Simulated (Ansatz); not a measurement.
Cs2InAgBr6:
Space group Fm-3m (No. 225); a = b = c = 11.068 Å, α = β = γ = 90.00°

| atom | site | symmetry | x | y | z |
|---|---|---|---|---|---|
| Cs | 8c | -43m | 0.2500 | 0.2500 | 0.2500 |
| In | 4a | m-3m | 0.0000 | 0.0000 | 0.0000 |
| Ag | 4b | m-3m | 0.5000 | 0.5000 | 0.5000 |
| Br | 24e | 4m.m | 0.0000 | 0.0000 | 0.2440 |
(The calculation used a cell of 10 atoms; values per cell refer to that cell.)

Relaxed with r²SCAN. Independent-particle spectrum: no excitons, no local fields, no scissors shift; 0.1 eV broadening; ε₁ of the summed bands alone.

Problem. Tabulate the dielectric function from r²SCAN (plane waves, PAW; program Ansatz).

Solution. 

```csv
E (eV),ε₁ xx,ε₂ xx
0.0,4.17,0.00
0.3,4.18,0.00
0.6,4.23,0.00
0.9,4.33,0.02
1.2,4.45,0.07
1.5,4.64,0.13
1.8,5.01,0.54
2.1,4.81,0.92
2.4,4.74,1.09
2.7,4.77,1.34
3.0,4.74,2.02
3.3,3.70,2.19
3.6,2.96,1.46
3.9,3.92,0.68
4.2,4.38,1.28
4.5,4.34,1.45
4.8,4.76,1.97
5.1,4.22,3.03
5.4,3.25,2.44
5.7,3.49,2.03
6.0,3.93,2.09
6.3,3.98,2.80
6.6,3.34,2.84
6.9,3.56,2.69
7.2,3.53,2.95
7.5,3.88,3.53
7.8,2.50,4.11
8.1,2.48,3.70
8.4,2.36,4.40
8.7,1.21,3.92
9.0,0.86,3.39
9.3,1.00,2.71
9.6,1.30,2.93
9.9,1.19,3.12
10.2,0.99,2.60
10.5,1.18,2.76
10.8,1.19,2.85
11.1,0.81,3.26
11.4,0.19,3.33
11.7,-0.42,2.36
12.0,0.13,1.69
```

Problem. From ε at 2.2 eV (xx: 4.77 + 0.98i), find n, k, the normal reflectivity and the absorption coefficient.

Solution. n = 2.20, k = 0.223, R = 14 %, α = 2kE/ħc = 50000 cm⁻¹.

With all bands, ε∞ without local fields is 4.25.

The first step of the workflow began from a Materials Project structure, measured or hypothetical; the Crystallography Open Database copy checked does not list it. Whether it is the stable phase at ambient conditions was not checked. The r²SCAN relaxation kept the symmetry of its start; whether a distortion lowers the energy is not shown. No spin polarisation was allowed. Spin–orbit coupling is left out wherever it is not named.

Potentials: the later of the program's two PAW sets.
